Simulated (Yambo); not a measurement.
RbMo2AlO8 (space group P-3m1, No. 164), G0W0@PBEsol in Yambo with this input:

```
rim_cut
gw0
dyson
el_el_corr
HF_and_locXC
ppa
em1d
RandQpts= 1000000
RandGvec= 1 Ry
EXXRLvcs= 84 Ry
VXCRLvcs= 336 Ry
Chimod= "HARTREE"
% BndsRnXp
 3 | 230 |
%
NGsBlkXp= 6 Ry
% LongDrXp
 1.0 | 1.0 | 1.0 |
%
PPAPntXp= 27.2114 eV
% GbndRnge
 1 | 230 |
%
GTermKind= "BG"
DysSolver= "n"
ExtendOut
```

On a 3×3×2 mesh, with wavefunctions cut at 84 Ry, the gap (Γ → Γ) is 6.344 eV and the valence edge shifts by -0.821 eV.

What happens with this change: no random integration?

The gap falls by 0.079 eV, to 6.265 eV; the shift of the valence edge becomes -0.609 eV. Neither run is shown to be the converged limit.

Spin-orbit coupling is not included.

Geometry of the Materials Project entry, not relaxed at this level; primitive cell a = 5.654 Å, b = 5.654 Å, c = 7.476 Å, α = 90.00°, β = 90.00°, γ = 120.00°.

The structure is a Materials Project entry; no match was found in the copy of COD used, and its stability was not checked.

A shift is the quasiparticle energy of the state minus its PBEsol energy.
